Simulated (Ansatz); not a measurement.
GaAs:
```yaml
crystal:
  lattice:
    - [3.99314, 0.00000, 0.00000]
    - [-1.99657, 3.45816, 0.00000]
    - [0.00000, 0.00000, 6.58441]
  atoms:
    - { symbol: Ga, position: [0.33333, 0.66667, 0.00007] }
    - { symbol: Ga, position: [0.66667, 0.33333, 0.50007] }
    - { symbol: As, position: [0.33333, 0.66667, 0.37393] }
    - { symbol: As, position: [0.66667, 0.33333, 0.87393] }
```

r²SCAN (plane waves, PAW; program Ansatz) gives a gap of 0.98 eV without spin–orbit coupling, maximum at Γ, minimum at Γ.

Task: What happens when spin–orbit coupling is switched on?

Result: The gap drops by 0.11 eV, to 0.87 eV; maximum at Γ, minimum at Γ.

Task: Give the electron effective mass with spin–orbit coupling.

Result: 0.049, 0.058, 0.058 mₑ (principal values).

Task: Give the hole effective mass with spin–orbit coupling.

Result: 0.091, 0.091, 0.79 mₑ (principal values).

Task: Give the Z2 indices of the occupied bands with spin–orbit coupling.

Result: 0;(000).

Space group P6_3mc (wurtzite). The first step of the workflow began from a Materials Project structure, measured or hypothetical; the Crystallography Open Database copy checked does not list it. It is not the phase usual at ambient conditions (space group No. 216). The cell was relaxed with r²SCAN under the symmetry of its start; its stability against distortions is not shown here.

Potentials: the earlier of the program's two PAW sets. The files were generated under PBE; for other functionals the program regenerates the frozen cores, and for LDA and PBEsol the local potential too.
